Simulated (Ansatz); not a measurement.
AlB2W2:
```
CELL_PARAMETERS angstrom
      3.01376     0.00000     0.00000
     -1.50688     2.60999     0.00000
      0.00000     0.00000     7.48125
ATOMIC_POSITIONS crystal
  W  0.33333 0.66667 0.71007
  W  0.33333 0.66667 0.28993
  Al 0.00000 0.00000 0.00000
  B  0.00000 0.00000 0.50000
  B  0.66667 0.33333 0.50000
```

Relaxed with PBE. Special points in fractions of this cell's reciprocal vectors: Γ (0.000, 0.000, 0.000); M (0.500, 0.000, 0.000); K (0.333, 0.333, 0.000); A (0.000, 0.000, 0.500); L (0.500, 0.000, 0.500); H (0.333, 0.333, 0.500).

**Question.** List the band energies nearest the Fermi level at these points for DFT-PBE in the program Ansatz with PAW potentials.

**Answer.** In eV from the Fermi level; about four levels below and three above (degenerate sets whole), none deeper than 8.9 eV; points with the same levels are listed once.

```csv
k,below,above
Γ,-1.33 -1.33 -1.28 -1.28 -0.19,1.26 1.26 1.77 1.77
M,-4.87 -4.40 -4.01 -2.01,0.20 0.38 2.09
K,-3.75 -2.89 -2.55 -2.09,0.59 0.71 0.98
A,-1.35 -1.35 -1.23 -1.23 -0.35,1.10 1.10 1.81 1.81
L,-4.01 -3.71 -2.33 -0.10,0.10 2.52 2.76
H,-3.68 -3.18 -3.06 -2.44,0.70 2.24 2.39
```

Space group P-6m2. The start of the workflow was typed in or built on a structure type; neither database checked (COD, Materials Project) lists it. Whether it is the stable phase at ambient conditions was not checked. Symmetry was held in the PBE relaxation; its stability against distortions is not shown here. The run is not spin-polarised. Spin–orbit coupling is left out wherever it is not named.

Potentials: the earlier of the program's two PAW sets.
